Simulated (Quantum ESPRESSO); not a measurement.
Pt6MgOs, input and log of a self-consistent run

A calculation, not a measurement. The program is pw.x of Quantum ESPRESSO 7.5 (plane-wave density functional theory). The cell is made up: eight metal atoms on a face-centred cubic lattice, with elements, volume, strain and displacements drawn at random and not relaxed, so it may be unstable or far from any real phase. PseudoDojo standard norm-conserving files set the functional (PBE unless stated); there is no spin polarisation or spin-orbit coupling, the Fermi-Dirac width of 0.25 eV means electrons at about 2900 K, and the masses in the input are unused placeholders. Heavy elements are run without spin-orbit coupling, which real alloys of them have. A spin test at this wide smearing found no moment, but such smearing suppresses magnetism that the real alloy may have.

Input:

```
&control calculation='scf', pseudo_dir='./dojo.nc.sr.pbe.v0_5.standard.upf', outdir='./o', disk_io='minimal', tprnfor=.true., tstress=.true. /
&system ibrav=0, nat=8, ntyp=3, nbnd=84, ecutwfc=84.00895049, nosym=.true., tot_charge=0,
 occupations='smearing', smearing='fd', degauss=0.0183746611
/
&electrons conv_thr=1.470e-08, electron_maxstep=70, mixing_beta=0.5 /
ATOMIC_SPECIES
Mg 1.0 Mg.upf
Os 1.0 Os.upf
Pt 1.0 Pt.upf
CELL_PARAMETERS angstrom
0.0044 4.0419 4.0077
3.9795 0.0574 3.9546
4.0389 4.0484 -0.002
ATOMIC_POSITIONS angstrom
Pt 0.0436 0.0045 0.02
Pt 1.9849 2.0266 0.0
Mg 2.0473 0.0464 2.007
Os 4.0032 2.0929 1.9833
Pt 0.0452 1.9926 2.0349
Pt 2.0439 4.0893 2.0459
Pt 2.0226 2.0922 3.9639
Pt 4.0273 4.0645 3.988
K_POINTS automatic
5 5 5 1 1 1
```

The log is shortened where brackets say so; the opening notice, blank lines, dates and the lines on written files are dropped, and the path of the files is cut. It prints rydbergs, bohrs and kilobars, and counts compression as positive stress. Its total energy is the free energy E - TS of the whole cell.

```
     Program PWSCF v.7.5
     Parallel version (MPI & OpenMP), running on       4 processor cores
     Number of MPI processes:                 4
     Threads/MPI process:                     1
     [start-up lines left out]
     bravais-lattice index     =            0
     lattice parameter (alat)  =      10.7563  a.u.
     unit-cell volume          =     864.8481 (a.u.)^3
     number of atoms/cell      =            8
     number of atomic types    =            3
     number of electrons       =       134.00
     number of Kohn-Sham states=           84
     kinetic-energy cutoff     =      84.0090  Ry
     charge density cutoff     =     336.0358  Ry
     scf convergence threshold =      1.5E-08
     mixing beta               =       0.5000
     number of iterations used =            8  plain     mixing
     Exchange-correlation= PBE
                           (   1   4   3   4   0   0   0)
     [axes and pseudopotential details left out]
   Cartesian axes
     site n.     atom                  positions (alat units)
         1        Pt     tau(   1) = (   0.0076599   0.0007906   0.0035137  )
         2        Pt     tau(   2) = (   0.3487187   0.3560448   0.0000000  )
         3        Mg     tau(   3) = (   0.3596815   0.0081518   0.3526014  )
         4        Os     tau(   4) = (   0.7033054   0.3676928   0.3484376  )
         5        Pt     tau(   5) = (   0.0079410   0.3500715   0.3575030  )
         6        Pt     tau(   6) = (   0.3590842   0.7184319   0.3594356  )
         7        Pt     tau(   7) = (   0.3553421   0.3675698   0.6964009  )
         8        Pt     tau(   8) = (   0.7075394   0.7140749   0.7006350  )
     number of k points=    63  Fermi-Dirac smearing, width (Ry)=  0.0184
                       cart. coord. in units 2pi/alat
        k(    1) = (   0.0709603   0.0698398   0.0715124), wk =   0.0320000
        k(    2) = (   0.2109005   0.2113540  -0.0713630), wk =   0.0320000
     [further k points left out]
     Dense  grid:    89945 G-vectors     FFT dimensions: (  64,  64,  64)
     Estimated max dynamical RAM per process >     415.56 MB
     Estimated total dynamical RAM >       1.56 GB
     Initial potential from superposition of free atoms
     starting charge     133.9981, renormalised to     134.0000
     Starting wfcs are   75 randomized atomic wfcs +    9 random wfcs
     total cpu time spent up to now is        8.2 secs
     per-process dynamical memory:   335.3 Mb
     Self-consistent Calculation
     iteration #  1     ecut=    84.01 Ry     beta= 0.50
     Davidson diagonalization with overlap
     ethr =  1.00E-02,  avg # of iterations =  3.0
     total cpu time spent up to now is       32.5 secs
     total energy              =   -1887.29984453 Ry
     estimated scf accuracy    <       2.17195696 Ry
     iteration #  2     ecut=    84.01 Ry     beta= 0.50
     Davidson diagonalization with overlap
     ethr =  1.62E-03,  avg # of iterations =  2.3
     total cpu time spent up to now is       56.7 secs
     total energy              =   -1887.14710689 Ry
     estimated scf accuracy    <      16.61176418 Ry
     iteration #  3     ecut=    84.01 Ry     beta= 0.50
     Davidson diagonalization with overlap
     ethr =  1.62E-03,  avg # of iterations =  2.2
     total cpu time spent up to now is       79.8 secs
     total energy              =   -1888.36440461 Ry
     estimated scf accuracy    <       0.21142111 Ry
     iteration #  4     ecut=    84.01 Ry     beta= 0.50
     Davidson diagonalization with overlap
     ethr =  1.58E-04,  avg # of iterations =  2.0
     total cpu time spent up to now is      101.1 secs
     total energy              =   -1888.38872645 Ry
     estimated scf accuracy    <       0.31772356 Ry
     iteration #  5     ecut=    84.01 Ry     beta= 0.50
     Davidson diagonalization with overlap
     ethr =  1.58E-04,  avg # of iterations =  1.4
     total cpu time spent up to now is      120.9 secs
     total energy              =   -1888.42092214 Ry
     estimated scf accuracy    <       0.00847748 Ry
     [iterations 6 to 10 left out]
     iteration # 11     ecut=    84.01 Ry     beta= 0.50
     Davidson diagonalization with overlap
     ethr =  2.00E-08,  avg # of iterations =  1.2
     total cpu time spent up to now is      248.1 secs
     total energy              =   -1888.42328998 Ry
     estimated scf accuracy    <       0.00000264 Ry
     iteration # 12     ecut=    84.01 Ry     beta= 0.50
     Davidson diagonalization with overlap
     ethr =  1.97E-09,  avg # of iterations =  1.5
     total cpu time spent up to now is      267.2 secs
     total energy              =   -1888.42329025 Ry
     estimated scf accuracy    <       0.00000067 Ry
     iteration # 13     ecut=    84.01 Ry     beta= 0.50
     Davidson diagonalization with overlap
     ethr =  4.99E-10,  avg # of iterations =  1.1
     total cpu time spent up to now is      285.6 secs
     total energy              =   -1888.42329031 Ry
     estimated scf accuracy    <       0.00000016 Ry
     iteration # 14     ecut=    84.01 Ry     beta= 0.50
     Davidson diagonalization with overlap
     ethr =  1.21E-10,  avg # of iterations =  1.9
     total cpu time spent up to now is      305.1 secs
     total energy              =   -1888.42329033 Ry
     estimated scf accuracy    <       0.00000003 Ry
     iteration # 15     ecut=    84.01 Ry     beta= 0.50
     Davidson diagonalization with overlap
     ethr =  2.29E-11,  avg # of iterations =  1.8
     total cpu time spent up to now is      324.7 secs
     End of self-consistent calculation
     [lines on levels left out]
!    total energy              =   -1888.42329033 Ry
     estimated scf accuracy    <          8.1E-09 Ry
     smearing contrib. (-TS)   =      -0.12266760 Ry
     internal energy E=F+TS    =   -1888.30062274 Ry
     The total energy is F=E-TS. E is the sum of the following terms:
     one-electron contribution =    -489.06427458 Ry
     hartree contribution      =     317.57818648 Ry
     xc contribution           =    -342.23512434 Ry
     ewald contribution        =   -1374.57941029 Ry
     convergence has been achieved in  15 iterations
     Forces acting on atoms (cartesian axes, Ry/au):
     atom    1 type  3   force =    -0.01368158   -0.00314198    0.00091111
     atom    2 type  3   force =     0.02067053    0.00610020    0.00632679
     atom    3 type  1   force =    -0.00146738   -0.00490532   -0.00118638
     atom    4 type  2   force =     0.00594486   -0.00352931   -0.00552949
     atom    5 type  3   force =    -0.00920766    0.01227504   -0.00419822
     atom    6 type  3   force =    -0.00712124   -0.00408362   -0.02188876
     atom    7 type  3   force =     0.00121357   -0.01387851    0.01479921
     atom    8 type  3   force =     0.00364890    0.01116350    0.01076574
     Total force =     0.047696     Total SCF correction =     0.000199
     Computing stress (Cartesian axis) and pressure
          total   stress  (Ry/bohr**3)                   (kbar)     P=      -66.30
  -0.00043415   0.00002028   0.00008427          -63.87        2.98       12.40
   0.00002028  -0.00044723  -0.00008000            2.98      -65.79      -11.77
   0.00008427  -0.00008000  -0.00047071           12.40      -11.77      -69.24
     init_run     :      7.82s CPU      8.12s WALL (       1 calls)
     electrons    :    311.04s CPU    316.48s WALL (       1 calls)
     forces       :      3.03s CPU      3.05s WALL (       1 calls)
     stress       :     10.45s CPU     10.68s WALL (       1 calls)
     [timing details left out]
     PWSCF        :   5m32.49s CPU   5m38.52s WALL
     JOB DONE.
```

In other units: free energy -25693.308 eV for the cell, pressure -6.63 GPa, largest force component 0.563 eV/Å in size. The run took 340 s of wall time with four MPI processes on a shared machine (Intel Xeon, 2023 or later, virtual cores), so the time is rough. A rerun of this cell at a higher cutoff and on a denser mesh moved values by no more than 0.017 eV in energy, 0.15 GPa in stress and 0.007 eV/Å in force, and a second program with other atomic files agreed on that cell to 2 % rms in force and 0.5 GPa in pressure.